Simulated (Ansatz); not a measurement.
# Data sheet: Re (DFT)

Re:
```xyz
4
Lattice="2.7382 0.0000 0.0000 -1.3691 2.3713 0.0000 0.0000 0.0000 8.8244" Properties=species:S:1:pos:R:3 pbc="T T T"
Re     0.0000     0.0000     0.0000
Re     0.0000     0.0000     4.4122
Re     0.0000     1.5809     2.2061
Re     1.3691     0.7904     6.6183
```

Space group P6_3/mmc (No. 194), dhcp (α-La type); conventional cell a = 2.738 Å, b = 2.738 Å, c = 8.824 Å, α = 90.00°, β = 90.00°, γ = 120.00°.

Method: the program Ansatz at the LDA level (PAW). The cell and atoms are relaxed at this level. Other levels are named where they apply.

Cell and energy:

Volume per atom: 14.32 Å³
Density: 21.59 g/cm³

Electronic structure:

Electronic character: metallic (no gap)
Density of states at the Fermi level: 0.67 states/eV per atom (mean over ±0.08 eV)

The first step of the workflow began from a Materials Project structure, measured or hypothetical. Its sites differ from those of the usual phase in this space group: another stacking or structure type. The cell was relaxed with LDA under the symmetry of its start; its stability against distortions is not shown here. The run is not spin-polarised. Axis ratios of metals converge slowly with the k-mesh, so a and c are less sure than the volume. Spin–orbit coupling is left out wherever it is not named.

Potentials: the earlier of the program's two PAW sets.
